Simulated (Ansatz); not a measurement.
# TlInH$_{2}$ single point

input.yaml (Ansatz 0.2.0)

```yaml
crystal:
  lattice:
    - [-3.526891, 3.526891, 2.981706]
    - [3.526891, -3.526891, 2.981706]
    - [3.526891, 3.526891, -2.981706]
  atoms:
    - { symbol: Tl, position: [0.25, 0.25, 0.0] }
    - { symbol: Tl, position: [0.75, 0.75, 0.0] }
    - { symbol: In, position: [0.75, 0.25, 0.5] }
    - { symbol: In, position: [0.25, 0.75, 0.5] }
    - { symbol: H, position: [0.6813, 0.1813, 0.8626] }
    - { symbol: H, position: [0.1813, 0.3187, 0.5] }
    - { symbol: H, position: [0.3187, 0.8187, 0.1374] }
    - { symbol: H, position: [0.8187, 0.6813, 0.5] }
  symmetry: { tolerance: 0.0003 }
kpoints:
  mp_grid: { grid: [8, 8, 8], shift: [0, 0, 0] }
  band_path:
    path:
      - [0.0, 0.0, 0.0]
      - [0.0, 0.0, 0.5]
      - [-0.5, 0.5, 0.5]
      - [0.0, 0.0, 0.0]
      - [0.42868396, 0.42868396, -0.42868396]
      - [-0.42868396, 0.57131604, 0.42868396]
      - [-0.5, 0.5, 0.5]
      - [0.0, 0.0, 0.5]
      - [0.25, 0.25, 0.25]
      - [0.0, 0.5, 0.0]
      - [0.0, 0.0, 0.0]
    npoints: 6
magnetization:
  spin_polarized: false
scf:
  occupations: { method: fermi_dirac }
  lower_state_search: "off"
  max_iter: 200
hamiltonian:
  pseudopotentials: { kind: paw }
  xc: pbe
basis:
  ecutwfc: 420
  fft_grid_basis: typed
output:
  forces: true
  stress: true
  eigenvalues: true
  bader: true
  populations: true
  elf: true
  write_potential: true
  volumetric_format: npy
  dos:
    e_range: [-12, 8]
    de: 0.05
    projected: { site_lists: { H: [H], In: [In], Tl: [Tl] } }
checkpoint:
  read: saved_state
```

The saved state is an earlier solution for the same cell, perhaps on another mesh. 

Output (shortened):

```
Pseudopotentials: kind: paw
Pseudopotential: Tl, paw, valence charge 13, recommended cutoff 420 eV (normal), Tl.paw.azcp
Pseudopotential: In, paw, valence charge 13, recommended cutoff 420 eV (normal), In.paw.azcp
Pseudopotential: H, paw, valence charge 1, recommended cutoff 420 eV (normal), H.paw.azcp
Functional definition: PBE
  exchange = pbe_x(kappa = kappa, mu = beta*pi^2/3)
  correlation = pbe_c(beta = beta)
Crystal: 8 atoms, lattice volume = 148.357 Å³
Basis set: ecut = 420 eV, 2917 PW (Γ), exchange–correlation on 80×80×80 points (8 copies of the dense FFT grid, shifted against one another)
Bands: 36, of which v1, the nominal top of the filled ones, is band 28 counted from 1 (27 counted from 0)
Symmetry: 16 space group operations
Space group: I4/mcm (ITA 140), of the structure as read, at distance tolerance 1.6e-3 Å
k-points: 59 of 512
Initial density: read from a saved state, or passed on in memory by an earlier SCF of this step, an earlier step, the calling program or the single point that the run made first
Functional: x = pbe(κ = 0.804, μ = 0.2195), c = pbe(β = 0.0667)
SCF iter   1: F=—  Δρ=9.23e-4  dr2=2.46e-3
SCF iter   2: F=—  Δρ=5.81e-4  dr2=1.09e-3
SCF iter   3: F=—  Δρ=1.02e-4  dr2=3.38e-5
SCF iter   4: F=—  Δρ=3.91e-5  dr2=2.75e-6
SCF iter   5: F=—  Δρ=9.15e-6  dr2=1.52e-7
SCF iter   6: F=-34142.6541 eV  Δρ=3.16e-6  dr2=1.55e-8
Free energy (F): -34142.6541 eV
Harris-Foulkes:  -34142.6541 eV  (|F-HF|=4.81e-9)
Internal energy: -34142.5512 eV  (E = F + TS)
E sigma→0 (E₀):  -34142.6026 eV
Entropy (-TS):   -0.1030 eV (-12.870 meV/atom)
Fermi energy:    7.1938 eV
--- Stress (GPa, compression-positive) ---
       -2.8306       0.0000       0.0000
        0.0000      -2.8306       0.0000
        0.0000       0.0000       6.9531
  P = ⅓ Tr σ = 0.4306 GPa (4.306 kbar)
--- Löwdin populations: 8 sites ---
  site symbol       q [e]
     0     Tl     12.9038
     1     Tl     12.9038
     2     In     12.8922
     3     In     12.8922
     4      H      1.0727
     5      H      1.0727
     6      H      1.0727
     7      H      1.0727
  spilling = 0.0021 (of n_electrons = 56.0000)
--- Bader charges: 8 sites ---
  site symbol  charge [e]  shift [e]
     0     Tl      0.3018     0.0000
     1     Tl      0.3019     0.0000
     2     In      0.4844     0.0000
     3     In      0.4844     0.0000
     4      H     -0.3932     0.0000
     5      H     -0.3931     0.0000
     6      H     -0.3931     0.0000
     7      H     -0.3931     0.0000
```

Origin: a known structure type with other elements, at an estimated volume, so it need not be a known compound.
